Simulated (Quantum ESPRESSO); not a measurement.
**Band energies of Cl**

```
Cl
1.0
    3.26421    -2.05747     0.00000
    3.26421     2.05747     0.00000
    0.00000     0.00000     8.40240
Cl
4
Direct
  0.88548   0.11452   0.60475
  0.11452   0.88548   0.39525
  0.61452   0.38548   0.10475
  0.38548   0.61452   0.89525
```

norm-conserving LDA (Quantum ESPRESSO, 56 Ry, without SOC); path ΓXSRAZΓYX1A1TY,ZT; energies in eV from the valence-band maximum.

| k (1/Å) | point | band 10 | band 11 | band 12 | band 13 | band 14 | band 15 | band 16 | band 17 |
|---|---|---|---|---|---|---|---|---|---|
| 0.00 | Γ | -2.39 | -0.86 | -0.38 | -0.13 | 0.00 | 2.08 | 3.14 | 6.15 |
| 0.32 |  | -2.57 | -0.67 | -0.37 | -0.17 | -0.15 | 2.21 | 3.06 | 6.73 |
| 0.64 |  | -2.84 | -0.68 | -0.61 | -0.56 | -0.20 | 2.67 | 2.96 | 8.06 |
| 0.96 |  | -3.23 | -0.99 | -0.83 | -0.53 | -0.23 | 2.68 | 2.86 | 8.28 |
| 1.07 | X | -3.26 | -1.12 | -0.85 | -0.47 | -0.24 | 2.54 | 2.87 | 8.32 |
| 1.29 |  | -3.03 | -0.96 | -0.85 | -0.49 | -0.22 | 2.69 | 2.87 | 7.99 |
| 1.64 | S | -2.77 | -0.89 | -0.89 | -0.29 | -0.29 | 2.84 | 2.84 | 7.49 |
| 2.01 | R | -2.80 | -0.65 | -0.65 | -0.13 | -0.13 | 2.56 | 2.56 | 7.72 |
| 2.35 |  | -3.21 | -0.63 | -0.63 | -0.30 | -0.30 | 2.58 | 2.58 | 8.50 |
| 2.58 | A | -3.48 | -0.66 | -0.66 | -0.48 | -0.48 | 2.60 | 2.60 | 9.03 |
| 2.69 |  | -3.46 | -0.60 | -0.60 | -0.39 | -0.39 | 2.58 | 2.58 | 9.01 |
| 3.01 |  | -2.95 | -0.37 | -0.37 | -0.31 | -0.31 | 2.59 | 2.59 | 8.21 |
| 3.33 |  | -2.57 | -0.52 | -0.52 | -0.16 | -0.16 | 2.63 | 2.63 | 6.95 |
| 3.65 | Z | -2.45 | -0.73 | -0.73 | -0.06 | -0.06 | 2.55 | 2.55 | 6.59 |
| 4.02 | Γ | -2.39 | -0.86 | -0.38 | -0.13 | 0.00 | 2.08 | 3.14 | 6.15 |
| 4.31 |  | -2.71 | -0.86 | -0.40 | -0.38 | -0.06 | 2.14 | 3.10 | 6.83 |
| 4.60 |  | -2.84 | -0.96 | -0.95 | -0.40 | -0.18 | 2.20 | 3.01 | 7.75 |
| 4.89 |  | -2.87 | -1.37 | -1.05 | -0.43 | -0.26 | 2.22 | 2.95 | 7.72 |
| 4.98 | Y | -2.87 | -1.40 | -1.06 | -0.43 | -0.27 | 2.22 | 2.94 | 7.71 |
| 5.21 |  | -3.02 | -1.33 | -0.95 | -0.40 | -0.26 | 2.29 | 2.91 | 7.81 |
| 5.44 | X1 | -3.26 | -1.12 | -0.85 | -0.47 | -0.24 | 2.54 | 2.87 | 8.32 |
| 5.57 |  | -3.26 | -1.06 | -0.81 | -0.42 | -0.30 | 2.52 | 2.84 | 8.40 |
| 5.82 | A1 | -3.48 | -0.66 | -0.66 | -0.48 | -0.48 | 2.60 | 2.60 | 9.03 |
| 5.91 |  | -3.33 | -0.71 | -0.71 | -0.57 | -0.57 | 2.60 | 2.60 | 8.86 |
| 6.18 |  | -2.92 | -0.82 | -0.82 | -0.80 | -0.80 | 2.55 | 2.55 | 8.35 |
| 6.28 | T | -2.88 | -0.84 | -0.84 | -0.81 | -0.81 | 2.54 | 2.54 | 8.32 |
| 6.46 |  | -2.84 | -1.22 | -1.03 | -0.56 | -0.42 | 2.31 | 2.82 | 7.96 |
| 6.65 | Y | -2.87 | -1.40 | -1.06 | -0.43 | -0.27 | 2.22 | 2.94 | 7.71 |
| 6.65 | Z | -2.45 | -0.73 | -0.73 | -0.06 | -0.06 | 2.55 | 2.55 | 6.59 |
| 6.89 |  | -2.63 | -0.75 | -0.75 | -0.16 | -0.16 | 2.57 | 2.57 | 7.01 |
| 7.13 |  | -2.75 | -0.82 | -0.82 | -0.38 | -0.38 | 2.58 | 2.58 | 8.01 |
| 7.37 |  | -2.84 | -0.88 | -0.88 | -0.63 | -0.63 | 2.56 | 2.56 | 8.40 |
| 7.61 | T | -2.88 | -0.84 | -0.84 | -0.81 | -0.81 | 2.54 | 2.54 | 8.32 |

The LDA gap is direct, 2.08 eV at Γ.

Geometry of the Materials Project entry, not relaxed at this level.

Letters of k points follow the standard setting of the lattice, whose axes may be ordered differently from the printed cell.

The distance between layers or molecules is the database entry's, not relaxed here. Functionals without dispersion can leave it too large, which widens gaps and weakens the response across layers: the numbers belong to this cell.
